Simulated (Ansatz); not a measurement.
BaTaO$_{3}$:
```
BaTaO3
1.0
    4.06993     0.00000     0.00000
    0.00000     4.06993     0.00000
    0.00000     0.00000     4.06993
Ba Ta O
1 1 3
Direct
  0.00000   0.00000   0.00000
  0.50000   0.50000   0.50000
  0.00000   0.50000   0.50000
  0.50000   0.00000   0.50000
  0.50000   0.50000   0.00000
```

Relaxed with PBEsol. Special points in fractions of this cell's reciprocal vectors: Γ (0.000, 0.000, 0.000); X (0.000, 0.500, 0.000); M (0.500, 0.500, 0.000); R (0.500, 0.500, 0.500).

Task: List the band energies nearest the Fermi level at these points for plane-wave PAW PBEsol with spin–orbit coupling (Ansatz code).

Result: In eV from the Fermi level; about four levels below and three above (degenerate sets whole), none deeper than 8.9 eV; points with the same levels are listed once.

| k | below | above |
|---|---|---|
| Γ | -1.52 -1.52 -1.52 -1.52 -1.18 -1.18 | 0.87 0.87 0.87 0.87 |
| X | -4.71 -4.71 -1.09 -1.09 | 1.32 1.32 1.59 1.59 |
| M | -4.99 -4.99 -4.26 -4.26 | 1.34 1.34 1.57 1.57 |
| R | -4.20 -4.20 -4.20 -4.20 | 2.31 2.31 2.37 2.37 2.37 2.37 |

Space group Pm-3m (cubic perovskite). The workflow started from a Materials Project entry (that database holds measured and hypothetical structures alike); the Crystallography Open Database copy checked does not list it. Whether it is the stable phase at ambient conditions was not checked. The PBEsol relaxation kept the symmetry of its start; its stability against distortions is not shown here. The run is not spin-polarised. With an odd number of electrons in the cell and no spin polarisation, the count alone makes it a metal.

Potentials: the later of the program's two PAW sets.
